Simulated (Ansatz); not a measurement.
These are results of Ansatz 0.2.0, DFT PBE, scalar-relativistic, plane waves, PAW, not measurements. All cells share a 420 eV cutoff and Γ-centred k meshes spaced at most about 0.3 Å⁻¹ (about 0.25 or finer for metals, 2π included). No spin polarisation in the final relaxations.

All energies are static (0 K, no zero-point motion).

Two relaxed structures of NaW:

A.

```xyz
2
Lattice="2.6108 0.0000 0.0000 0.0000 2.6108 0.0000 0.0000 0.0000 5.9669" Properties=species:S:1:pos:R:3 pbc="T T T"
Na    1.3054    1.3054    0.0000
W     1.3054    1.3054    2.9835
```

B.

```xyz
4
Lattice="2.7672 0.0000 0.0000 -1.3836 2.3965 0.0000 0.0000 0.0000 11.4120" Properties=species:S:1:pos:R:3 pbc="T T T"
Na    0.0000    0.0000    0.0000
Na    0.0000    0.0000    5.7060
W     0.0000    1.5977    2.8530
W     1.3836    0.7988    8.5590
```

Question: Which would you expect to be lower, and how large is the difference?

Answer: B is lower, by 0.33 eV/atom. A has space group P4/mmm (No. 123), 20.3 Å³/atom and no gap on its mesh; B has space group P6_3/mmc (No. 194), 18.9 Å³/atom and no gap. Counting all near atoms (those within 1.25 times the shortest distance at each site; a plus sign parts nearer from farther groups), A has Na 4+2, W 4+2 and B has Na 6+6, W 6+6. The denser one is the lower, and pressure would at first widen the difference. Even the lower one lies +1.00 eV/atom against the reference forms of the elements (uncorrected), so neither is stable at this level. Both come from invented guesses.

Spin–orbit coupling, which can matter for W, is left out. Cells relaxed within their symmetry can be saddle points.
